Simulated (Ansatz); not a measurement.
MgAu, DFT, LDA, all-electron LAPW, scalar-relativistic (Ansatz 0.2.0), run on 1 thread of Arm Neoverse V2 on a shared host.

The cell comes from COD entry 9008804, which wasn't checked; take it as a given geometry. The listed cell was then made from it by scaling, straining or moving an atom.

Command: `ansatz run input.yaml --threads 1 --pin off --max-ram 3072MiB --backend cpu --events-out ev --progress --plain --runs-dir out`

```yaml
crystal:
  lattice:
    - [3.259, 0.0, 0.0]
    - [0.0, 3.259, 0.0]
    - [0.0, 0.0, 3.22641]
  atoms:
    - { symbol: Mg, position: [0.5, 0.5, 0.5] }
    - { symbol: Au, position: [0.0, 0.0, 0.0] }
kpoints:
  mp_grid: { grid: [13, 13, 13] }
  band_path:
    path:
      - [0.0, 0.0, 0.0]
      - [0.0, 0.5, 0.0]
      - [0.5, 0.5, 0.0]
      - [0.0, 0.0, 0.0]
      - [0.0, 0.0, 0.5]
      - [0.0, 0.5, 0.5]
      - [0.5, 0.5, 0.5]
      - [0.0, 0.0, 0.5]
      - [0.0, 0.5, 0.0]
    npoints: 5
scf:
  occupations: { method: fermi_dirac, width: 0.05 }
hamiltonian:
  xc: lda
  pseudopotentials: { kind: all_electron, lapw: { basis_error: 0.00025 } }
output:
  forces: true
  stress: true
  eigenvalues: true
```

(1) How large is the problem that the program sets up?

(2) Estimate the wall time and the peak memory.

## Answers

(1) 196 irreducible k-points, 297 plane waves at Γ, 32 bands.

(2) 59 s of wall time for 10 SCF iterations, with a peak of 0.77 GiB. Times on shared machines scatter by tens of per cent.
